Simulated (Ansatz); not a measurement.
# HfO$_{2}$: computed property card

HfO2:
```
CELL_PARAMETERS angstrom
      5.24721     0.00000     0.00000
      0.00000     5.03079     0.00000
      0.00000     0.00000     5.05975
ATOMIC_POSITIONS crystal
  Hf 0.03245 0.26701 0.24110
  Hf 0.96755 0.73299 0.74110
  Hf 0.46755 0.26701 0.74110
  Hf 0.53245 0.73299 0.24110
  O  0.36707 0.06999 0.38075
  O  0.63293 0.93001 0.88075
  O  0.13293 0.06999 0.88075
  O  0.86707 0.93001 0.38075
  O  0.73212 0.46114 0.49115
  O  0.26788 0.53886 0.99115
  O  0.76788 0.46114 0.99115
  O  0.23212 0.53886 0.49115
```

Space group Pca2_1 (No. 29); conventional cell a = 5.247 Å, b = 5.031 Å, c = 5.060 Å, α = 90.00°, β = 90.00°, γ = 90.00°.

Method: plane-wave PAW r²SCAN (Ansatz code). The cell and atoms are relaxed at this level. Other levels are named where they apply.

Cell and energy:

- Volume per atom: 11.13 Å³
- Density: 10.47 g/cm³
- Formation energy from the elements (no fitted shifts): -3.75 eV/atom

Electronic structure:

* **Band gap**: 4.94 eV (indirect)
* **Valence-band maximum**: at Γ
* **Conduction-band minimum**: off the standard path, at k = (0.266, -0.500, 0.359) in fractions of the reciprocal vectors
* **Smallest direct gap on the standard path**: 5.17 eV
* **Electron effective mass**: 1.3, 1.9, 5.0 mₑ (principal values)
* **Hole effective mass**: 1.0, 2.0, 23 mₑ (principal values)
* **HSE06 gap on the r²SCAN cell**: 6.09 eV
* **Gap with spin–orbit coupling**: 4.89 eV

Mechanics:

- Elastic constants (relaxed ions, GPa) = C11 = 390, C22 = 418, C33 = 411, C12 = 148, C13 = 112, C23 = 134, C44 = 97.3, C55 = 93.8, C66 = 137
- Mechanical stability = stable (all eigenvalues of C positive)
- Hill bulk and shear moduli = 223 and 119 GPa
- Young's modulus = 302 GPa
- Poisson's ratio = 0.27
- Debye temperature from the elastic constants = 500 K
- Piezoelectric stress constants (proper, relaxed ions, C/m²) = e15 = -0.29, e24 = 0.63, e31 = -1.83, e32 = -1.46, e33 = -1.27

Charges:

Bader charges: Hf +2.74, O -1.38 to -1.36 e

The cell was relaxed with r²SCAN under the symmetry of its start. No spin polarisation was allowed. Signs of piezoelectric constants follow the polarity of the cell as given. The references are the lowest solids computed at this level, not always the standard phases (solids in place of the gases). Scalar-relativistic: spin–orbit coupling is off unless named, which matters more the heavier the elements.

Potentials: the earlier of the program's two PAW sets.
